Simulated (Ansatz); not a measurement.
Data:

V3O5:
```
V3O5
1.0
    5.01590     2.48583     0.00000
   -5.01590     2.48583     0.00000
   -2.64939     0.00000     6.48332
V O
6 10
Direct
  0.13422   0.87510   0.72047
  0.86578   0.12490   0.27953
  0.87510   0.13422   0.77953
  0.12490   0.86578   0.22047
  0.50000   0.50000   0.50000
  0.50000   0.50000   0.00000
  0.54440   0.15744   0.66265
  0.45560   0.84256   0.33735
  0.15744   0.54440   0.83735
  0.84256   0.45560   0.16265
  0.76048   0.92226   0.05569
  0.23952   0.07774   0.94431
  0.92226   0.76048   0.44431
  0.07774   0.23952   0.55569
  0.69460   0.69460   0.75000
  0.30540   0.30540   0.25000
```
The run is spin-polarised; directions of the spins, atom by atom: ↑ ↑ ↑ ↑ ↑ ↑ 0 0 0 0 0 0 0 0 0 0.

This is the r²SCAN-relaxed structure.

**Question.** All from the program Ansatz at the r²SCAN level (PAW), unless another level is named. Predict the electronic character.

**Answer.** metallic (no gap).

**Question.** What about the formation energy from the elements (no fitted shifts)?

**Answer.** -2.65 eV/atom.

**Question.** Give the density of states at the Fermi level.

**Answer.** 0.46 states/eV per atom (mean over ±0.08 eV).

Space group C2/c. The workflow started from a Materials Project entry (that database holds measured and hypothetical structures alike); the Crystallography Open Database files this formula in space group No. 15, but the cells were not matched. Its standing as an ambient phase is unchecked. The r²SCAN relaxation kept the symmetry of its start; whether a distortion lowers the energy is not shown. Spin order of the final state: ferromagnetic, chosen from 3 collinear starts compared on coarse meshes (ties went to the first, and starts can fall back to one state), not a proven ground state. Other orbital occupations within this spin state were not tried. No Hubbard U is applied. The compound may be a true metal, but semilocal functionals without U, or a wrong spin order, can also close a gap. The references are the lowest solids computed at this level, not always the standard phases (solids in place of the gases).

Potentials: the later of the program's two PAW sets.
